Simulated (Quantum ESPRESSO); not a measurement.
# Strain and stress in Al2InGaAs4

Calculated results; nothing here was measured. They come from pw.x of Quantum ESPRESSO 7.5, a plane-wave density functional program, with PseudoDojo standard norm-conserving files (v0.5 for PBE, v0.4.1 for LDA and PBEsol). The cells are made up: elements, strain and atom displacements were drawn at random, and nothing was relaxed. There is no spin polarisation, spin-orbit coupling or dispersion term.

The cell has 8 sites of a zincblende or diamond lattice. Sites 1 to 4 hold Al In Ga Al; sites 5 to 8 hold As As As As. Cell vectors in Å: (5.814, 0.000, 0.000); (0.000, 5.814, 0.000); (0.000, 0.000, 5.808). Settings: PBE, cutoff 1143 eV, 4 x 4 x 4 k mesh shifted by half a step, Fermi-Dirac smearing of 0.025 eV.

Each run adds a strain along z to one cell, with the atoms carried along; the vectors above are those of run 4. Stress is positive in tension and P is minus a third of its trace. E is the free energy for each atom above the lowest run shown.

```
run,strain (%),s_xx (GPa),s_yy (GPa),s_zz (GPa),s_xy (GPa),P (GPa),E (meV/atom)
1,-2.31,-3.02,-3.67,-4.65,-0.29,3.78,16.21
2,-1.45,-2.51,-3.14,-3.76,-0.27,3.14,10.68
4,-0.10,-1.78,-2.37,-2.40,-0.25,2.18,4.29
5,0.53,-1.46,-2.03,-1.77,-0.24,1.76,2.28
6,1.53,-0.98,-1.53,-0.79,-0.22,1.10,0.31
7,1.82,-0.85,-1.39,-0.51,-0.22,0.92,0.00
3,-0.90,?,?,?,?,?,?
```

A rerun of one of these cells at 1437 eV and k mesh 6 x 6 x 6 moved values by no more than 0.011 eV in the cell's energy, 0.02 GPa in stress and 0.003 eV/Å in force.

## Worked fit

A parabola through the six runs shown gives s_zz = -2.30 + 1.00 e - 0.009 e² GPa, with e in per cent and a scatter of 0.01 GPa. The slope is a stiffness of 100 ± 1 GPa for each unit of this strain at e = 0. The atoms are clamped, and relaxing them would in general lower it. The error is the larger of the fit's own and the change that a cubic makes, rounded up.

## Withheld run

Question: what s_zz should run 3 give?

The fit gives -3.21 GPa. The calculation gave -3.20 GPa.

| run | strain (%) | s_xx (GPa) | s_yy (GPa) | s_zz (GPa) | s_xy (GPa) | P (GPa) | E (meV/atom) |
| --- | --- | --- | --- | --- | --- | --- | --- |
| 3 | -0.90 | -2.21 | -2.82 | -3.20 | -0.26 | 2.74 | 7.73 |